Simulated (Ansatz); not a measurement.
## Surface calculation: rocksalt HfN (100), 3 layers

The slab is cut from the rocksalt crystal, which needn't be the stable phase, as relaxed on PAW files (11.76 Å³/atom), with 16 Å of vacuum and a dipole correction:

```xyz
6
Lattice="3.2160 0.0000 0.0000 0.0000 3.2160 0.0000 0.0000 0.0000 20.5481" Properties=species:S:1:pos:R:3 pbc="T T T"
Hf    0.8040    0.8040    8.0000
N     2.4120    2.4120    8.0000
Hf    2.4120    2.4120   10.2741
N     0.8040    0.8040   10.2741
Hf    0.8040    0.8040   12.5481
N     2.4120    2.4120   12.5481
```

All numbers are PBE results (scalar-relativistic) from Ansatz 0.2.0, with a Γ-centred 11×11×1 k mesh, Fermi–Dirac smearing of 0.08 eV, no spin polarisation. Methods: LAPW: all electrons, basis error target 1 meV/atom; PAW: frozen-core files, cutoff 420 eV.

The bulk energy comes from a cell in the slab's orientation on a 11×11×8 mesh. The surface energy is (E(slab) − N·E(bulk))/2A at zero smearing, the mean of both faces; thin slabs carry quantum-size effects.

Spin–orbit coupling is left out, which matters for the heavy atoms. The program warned of electron density in the middle of the vacuum in some runs, so work functions there carry some error.

Problem. As cut, the LAPW slab lies 2.125 eV above 6 atoms of bulk. What surface energy is that?

Solution. Over two faces of 10.34 Å² it is 102.7 meV/Å², and times 16.02 J/m² per eV/Å² that gives γ = 1.646 J/m².

| method | γ as cut (J/m²) | γ relaxed (J/m²) | Φ as cut (eV) | Φ relaxed (eV) |
| --- | --- | --- | --- | --- |
| LAPW | 1.646 | ? | 2.97 | ? |

Problem. Fill in "γ relaxed (J/m²)" for the row "LAPW".

Solution. 1.421.

Problem. Fill in "Φ relaxed (eV)" for the row "LAPW".

Solution. 2.37.

Problem. How do the spacings between the planes relax?

Solution. From the bottom face up: d12 -0.9 % of 2.274 Å, d23 -0.9 % of 2.274 Å. The outer plane rumples by 0.226 Å.

Problem. What changes if the vacuum is set to 7 Å?

Solution. LAPW then gives: no gap, work function 2.53 eV; PAW: no gap, work function 2.45 eV. The program warns that the vacuum is too thin.

Problem. A core hole in the 4f shell of Hf is made on one Hf atom of each kind in every 1×1 cell (PAW hole dataset, neutral cell, valence without spin). What does it cost by layer?

Solution. layer 1 16.66 eV, layer 2 16.21 eV. Shifts between layers mean more than the absolute values, and a whole layer of holes screens otherwise than one hole.
